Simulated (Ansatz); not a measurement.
Quadrupolar parameters in Si₃N₄

The cell is a COD entry (perhaps calculated rather than measured), its atoms then relaxed with PBE in this cell.

Space group Fd-3m:1 (No. 227); a = 7.6765 Å.

```csv
site,Wyckoff,site symmetry,x,y,z
Si1,16d,.-3m,0.1250,0.1250,0.6250
Si5,8a,-43m,0.5000,0.5000,0.0000
N,32e,.3m,0.8822,0.8822,0.3822
```

One atom of each set is listed; the run and its k-mesh use a cell of 14 atoms with edges of 5.43, 5.43, 5.43 Å.

Method: Kohn–Sham DFT in Ansatz, PBE, plane waves and PAW, scalar-relativistic, 420 eV cutoff, Γ-centred 6×6×6 k-points, Fermi–Dirac smearing 0.02 eV.

C_Q = eQV_zz/h, which is 24.18 MHz for Q = 1 b and V_zz = 10²¹ V/m²; η = (V_xx − V_yy)/V_zz.

14N: I = 1, Q = 20.44 mb. Nuclear quadrupole moments: year-2017 set (Pyykkö).

```json
{"site": "Si1", "atoms": "4", "first shell": "6 N at 1.87 Å", "V_xx, V_yy, V_zz (10²¹ V/m²)": "-0.11, -0.11, 0.22", "η": "0.00", "C_Q (MHz)": "–"}
{"site": "Si5", "atoms": "2", "first shell": "4 N at 1.76 Å", "V_xx, V_yy, V_zz (10²¹ V/m²)": "0.00, 0.00, 0.00", "η": "–", "C_Q (MHz)": "–"}
{"site": "N", "atoms": "8", "first shell": "4 Si at 1.76–1.87 Å", "V_xx, V_yy, V_zz (10²¹ V/m²)": "-1.40, -1.40, 2.79", "η": "0.00", "C_Q (MHz)": "1.38"}
```

An axis of threefold or higher order runs through Si1 and N, so V_zz lies along it and η is zero. Si5 sits on a cubic site, where every gradient vanishes.

Si has no stable isotope with a ground-state quadrupole moment in the table, so no C_Q is given.

At this cell the PBE pressure is 14 GPa, so with PBE the cell would grow if it were relaxed. The entry's cell may itself be off.
